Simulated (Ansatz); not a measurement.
SiPb: one input, then a changed one

The structure comes from a relaxation in the same program, started in the rocksalt type. Whether it is a known phase or the ground state wasn't checked. The listed cell was then made from it by scaling, straining or moving an atom.

First run: DFT, PBE, PAW with Ansatz's default frozen-core files, scalar-relativistic (Ansatz 0.2.0).

Command: `ansatz run input.yaml --threads 1 --pin off --max-ram 2048MiB --backend cpu --events-out ev --progress --plain --runs-dir out` The run took about 5.2 s on 1 thread of a shared machine.

```yaml
crystal:
  lattice:
    - [0.0, 2.8911628641, 2.8911628641]
    - [2.8911628641, 0.0, 2.8911628641]
    - [2.8911628641, 2.8911628641, 0.0]
  atoms:
    - { symbol: Pb, position: [0.0, 0.0, 0.0] }
    - { symbol: Si, position: [0.5, 0.5, 0.5] }
kpoints:
  mp_grid: { grid: [13, 13, 13] }
scf:
  occupations: { method: fermi_dirac, width: 0.05 }
hamiltonian:
  xc: pbe
  pseudopotentials: { kind: paw }
output:
  forces: true
  stress: true
  eigenvalues: true
  efg: { contact_densities: true }
  write_density: true
  write_potential: true
  elf: true
  volumetric_format: npy
```

Result: converged; pressure 2.30 GPa; no gap on the k mesh; 7 SCF iterations.

Spin–orbit coupling is left out, though it moves levels of the heavy atoms by tenths of an eV or more.

The input is then changed:

```diff
@@ -10,8 +10,9 @@
   mp_grid: { grid: [13, 13, 13] }
 scf:
-  occupations: { method: fermi_dirac, width: 0.05 }
+  occupations: { method: gaussian, width: 0.1 }
 hamiltonian:
   xc: pbe
   pseudopotentials: { kind: paw }
+  dispersion: d3bj
 output:
   forces: true
```

(1) Predict the outcome of the changed run.

Answers

(1) It converged; pressure -0.25 GPa; no gap on the k mesh; 7 SCF iterations.
